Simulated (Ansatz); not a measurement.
Does relaxation matter for the field gradients of CdS with nitrogen replacing S?

Start: a supercell of CdS (wurtzite type, P6_3mc) built from an entry of the Crystallography Open Database (COD), with all atoms left at the host's positions.

```cif
data_Cd16S15N
_symmetry_space_group_name_H-M 'P3m1'
_symmetry_Int_Tables_number 156
_cell_length_a 8.3000
_cell_length_b 8.3000
_cell_length_c 13.4740
_cell_angle_alpha 90.000
_cell_angle_beta 90.000
_cell_angle_gamma 120.000
loop_
_atom_site_label
_atom_site_type_symbol
_atom_site_symmetry_multiplicity
_atom_site_Wyckoff_symbol
_atom_site_fract_x
_atom_site_fract_y
_atom_site_fract_z
Cd1 Cd 1 a 0.0000 0.0000 0.0000
Cd2 Cd 1 a 0.0000 0.0000 0.5000
Cd3 Cd 3 d 0.0000 0.5000 0.0000
Cd4 Cd 3 d 0.0000 0.5000 0.5000
Cd9 Cd 3 d 0.1667 0.8333 0.2500
Cd10 Cd 3 d 0.1667 0.8333 0.7500
Cd15 Cd 1 c 0.6667 0.3333 0.2500
Cd16 Cd 1 c 0.6667 0.3333 0.7500
N N 1 a 0.0000 0.0000 0.1875
S18 S 1 a 0.0000 0.0000 0.6875
S19 S 3 d 0.0000 0.5000 0.1875
S20 S 3 d 0.0000 0.5000 0.6875
S25 S 3 d 0.1667 0.8333 0.4375
S26 S 3 d 0.1667 0.8333 0.9375
S31 S 1 c 0.6667 0.3333 0.4375
S32 S 1 c 0.6667 0.3333 0.9375
```

One atom of each set is listed.

Computed with Ansatz: DFT, PBE, plane waves and PAW, scalar-relativistic, 420 eV cutoff, Γ-centred 3×3×2 k-points, Fermi–Dirac smearing 0.01 eV, cell charge -1.

The largest force at the start is 2.1 eV/Å. Relaxing the ions at fixed cell moves them by 0.376 Å at most (atom 1, Cd) and 0.136 Å rms.

```json
{"site": "Cd1", "moved (Å)": "0.376", "first shell before": "1 N at 2.53 Å, 3 S at 2.54 Å", "first shell after": "1 N at 2.18 Å, 3 S at 2.62 Å", "V_zz before (10²¹ V/m²)": "-0.82", "η before": "0.00"}
{"site": "Cd3", "moved (Å)": "0.048", "first shell before": "4 S at 2.53–2.54 Å", "first shell after": "4 S at 2.54–2.57 Å", "V_zz before (10²¹ V/m²)": "-1.12", "η before": "0.35"}
{"site": "Cd4", "moved (Å)": "0.077", "first shell before": "4 S at 2.53–2.54 Å", "first shell after": "4 S at 2.54–2.58 Å", "V_zz before (10²¹ V/m²)": "-0.30", "η before": "0.76"}
{"site": "Cd9", "moved (Å)": "0.346", "first shell before": "3 S at 2.53–2.54 Å, 1 N at 2.54 Å", "first shell after": "1 N at 2.19 Å, 3 S at 2.63 Å", "V_zz before (10²¹ V/m²)": "-0.49", "η before": "0.73"}
{"site": "Cd10", "moved (Å)": "0.046", "first shell before": "4 S at 2.53–2.54 Å", "first shell after": "4 S at 2.54–2.56 Å", "V_zz before (10²¹ V/m²)": "-1.24", "η before": "0.05"}
{"site": "Cd15", "moved (Å)": "0.092", "first shell before": "4 S at 2.53–2.54 Å", "first shell after": "4 S at 2.54–2.60 Å", "V_zz before (10²¹ V/m²)": "0.70", "η before": "0.00"}
{"site": "N", "moved (Å)": "0.026", "first shell before": "4 Cd at 2.53–2.54 Å", "first shell after": "4 Cd at 2.18–2.19 Å", "V_zz before (10²¹ V/m²)": "0.012", "η before": "0.00"}
{"site": "S19", "moved (Å)": "0.072", "first shell before": "4 Cd at 2.53–2.54 Å", "first shell after": "4 Cd at 2.54–2.63 Å", "V_zz before (10²¹ V/m²)": "-1.22", "η before": "0.89"}
{"site": "S25", "moved (Å)": "0.065", "first shell before": "4 Cd at 2.53–2.54 Å", "first shell after": "4 Cd at 2.54–2.63 Å", "V_zz before (10²¹ V/m²)": "-0.96", "η before": "0.29"}
{"site": "S26", "moved (Å)": "0.073", "first shell before": "4 Cd at 2.53–2.54 Å", "first shell after": "4 Cd at 2.54–2.62 Å", "V_zz before (10²¹ V/m²)": "-1.01", "η before": "0.62"}
```

**Question.** How do the gradients change?

**Answer.** 

```tsv
site	V_zz after	η after	change of V_zz
Cd1	-13.06	0.00	-12.24
Cd3	1.55	0.98	–
Cd4	2.30	0.48	–
Cd9	-12.78	0.05	–
Cd10	-1.22	0.51	+0.02
Cd15	3.92	0.00	+3.22
N	-0.31	0.00	-0.33
S19	-1.56	0.27	–
S25	-1.66	0.29	-0.70
S26	-1.57	0.95	-0.56
```

The largest change of V_zz along a kept axis is on Cd1, from -0.82 to -13.06. Small gradients that grow severalfold: Cd9 (-0.49 to -12.78), Cd4 (-0.30 to 2.30). Where |V_zz| stays above 0.1 and the axes keep their order, η moves most on Cd10, from 0.05 to 0.51. On S25 V_xx and V_yy change places (or their axes turn by over 50°), so the two values of η hide a larger change. On S19, Cd3, Cd9, Cd4, S20 (not all in the table) the largest principal value lies along another axis in the second run, so the two V_zz can't be compared directly. The table leaves out 6 of the 16 sites, with |V_zz| up to 1.00; their tensors move by 0.79 at most along any direction. The statements above cover all sites. The electronic state changes along with the positions (a gap opens), so the changes aren't those of geometry alone. The host's own positions weren't relaxed first, so part of the change far from the defect can be the host's relaxation.

The defect repeats with the cell of 32 atoms, so it feels its images: sites between two images don't show the values beside a lone defect, and zeros or small values of η there can come from the images' arrangement. Cd and S carry a gradient in the pure host already, so the values there aren't the defect's effect alone. A uniform background compensates the cell's charge. Without spin–orbit coupling (the program notes it for Cd) the gradients can shift somewhat, as the gap is small.
Before: The run isn't spin-polarised, and a state with spin may lie lower. The defect cell has no gap above 0.1 eV on its mesh, so the values can hang on the smearing and the k-mesh. The neighbours have not yet relaxed around the defect (largest force 2.1 eV/Å), so a real crystal will differ.
After: The relaxation keeps the site symmetry 3m of the start, so the impurity can move only along its axis; a start off the site could end lower. With a gap of 0.8 eV on this mesh, small gradients can still move by 0.1 × 10²¹ V/m² or more as the k-mesh gets denser.
